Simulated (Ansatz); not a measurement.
With the program Ansatz at the r²SCAN level (PAW), InP in the hexagonal phase (P6_422; In on 3c, P on 3d) relaxes to a = 4.139 Å, c = 9.352 Å. Against the elements it lies at -0.19 eV/atom, with no fitted shifts.

It is gapped at this level: 0.41 eV (smallest direct gap 0.41 eV). The valence maximum lies on the Γ–M line, 4 % of the way from Γ and the conduction minimum at Γ. The screened hybrid HSE06 puts the gap at 0.66 eV. Gap from r²SCAN with spin–orbit coupling: 0.40 eV. The electron mass is 0.034, 0.071, 0.071 mₑ (principal values).

An equation-of-state fit gives a bulk modulus of 73.6 GPa.

The start of the workflow was typed in or built on a structure type; neither database checked (COD, Materials Project) lists it. It is not the phase usual at ambient conditions (space group No. 216). The r²SCAN relaxation kept the symmetry of its start; whether a distortion lowers the energy is not shown. The references are the lowest solids computed at this level, not always the standard phases. Scalar-relativistic: spin–orbit coupling is off unless named, which matters more the heavier the elements.

Potentials: the earlier of the program's two PAW sets.
